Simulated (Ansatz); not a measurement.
# Property card for SiB2Os2

SiB₂Os₂:
```cif
data_B4Os4Si2
_chemical_formula_sum 'Si2 Os4 B4'
_space_group_name_H-M_alt 'Cmmm'
_space_group_IT_number 65
_space_group_name_Hall '-C 2 2'
_cell_length_a 2.88765
_cell_length_b 13.02987
_cell_length_c 2.79281
_cell_angle_alpha 90.000
_cell_angle_beta 90.000
_cell_angle_gamma 90.000
loop_
_atom_site_label
_atom_site_type_symbol
_atom_site_symmetry_multiplicity
_atom_site_Wyckoff_symbol
_atom_site_fract_x
_atom_site_fract_y
_atom_site_fract_z
_atom_site_occupancy
Si1 Si 2 a 0.00000 0.00000 0.00000 1
Os1 Os 4 j 0.50000 0.13245 0.50000 1
B1 B 4 i 0.00000 0.21225 0.00000 1
```
(The calculation used a cell of 5 atoms; values per cell refer to that cell.)

Space group Cmmm (No. 65); conventional cell a = 2.8876 Å, b = 13.0299 Å, c = 2.7928 Å, α = β = γ = 90.00°.

Method: plane-wave PAW r²SCAN (Ansatz code). Structure relaxed to zero pressure with the same functional. Other levels are named where they apply.

### Cell and energy

```yaml
volume_per_atom: 10.51 Å³
density: 13.60 g/cm³
Formation energy from the elements (no fitted shifts): 0.21 eV/atom
```

### Electronic structure

```yaml
electronic_character: metallic (no gap)
Density of states at the Fermi level: 0.33 states/eV per atom (mean over ±0.08 eV)
```

### Mechanics

```yaml
Bulk modulus (Birch–Murnaghan fit): 285 GPa
Pressure derivative B′: 5.2
```

### Charges

```yaml
bader_charges: Si +0.68, Os -0.25, B -0.09 e
```

The start of the workflow was typed in or built on a structure type; neither database checked (COD, Materials Project) lists it. Whether it is the stable phase at ambient conditions was not checked. The cell was relaxed with r²SCAN under the symmetry of its start; its stability against distortions is not shown here. The run is not spin-polarised. Its formation energy is positive at this level, so the cell may be metastable or incomplete. The references are the lowest solids computed at this level, not always the standard phases. Scalar-relativistic: spin–orbit coupling is off unless named, which matters more the heavier the elements.

Potentials: the later of the program's two PAW sets.
